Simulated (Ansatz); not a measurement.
According to the program Ansatz at the PBE level (PAW), Re in the diamond structure (Fd-3m) relaxes to a = 5.652 Å. Re has 4 nearest neighbours from 2.45 Å (tetrahedral).

Electronic character: metallic (no gap). Gap from PBE with spin–orbit coupling: none (metallic).

The bulk modulus is 178 GPa.

The start of the workflow was typed in or built on a structure type; neither database checked (COD, Materials Project) lists it. It is not the phase usual at ambient conditions (space group No. 194). Symmetry was held in the PBE relaxation; whether a distortion lowers the energy is not shown. No spin polarisation was allowed. Spin–orbit coupling is left out wherever it is not named.

Potentials: the later of the program's two PAW sets.
